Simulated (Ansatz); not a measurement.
With plane-wave PAW PBEsol (Ansatz code), W₂C in the trigonal phase (P-3m1; C on 1a, W on 2d) relaxes to a = 3.034 Å, c = 4.644 Å. C has 6 nearest neighbours from 2.11 Å (octahedral). Against the elements it lies at -0.022 eV/atom, with no fitted shifts.

Electronic character: metallic (no gap). Gap from PBEsol with spin–orbit coupling: none (metallic).

An equation-of-state fit gives a bulk modulus of 330 GPa. The relaxed-ion elastic constants in GPa are C11 = 537, C12 = 165, C13 = 265, C14 = -32.4, C33 = 557, C44 = 174. The elastic constants imply a Debye temperature near 447 K.

Symmetry was held in the PBEsol relaxation. The run is not spin-polarised. As this level gives no gap, shear constants depend on the k-mesh and smearing (Fermi–Dirac, 0.1 eV here). The references are the lowest solids computed at this level, not always the standard phases. Scalar-relativistic: spin–orbit coupling is off unless named, which matters more the heavier the elements.

Potentials: the later of the program's two PAW sets.
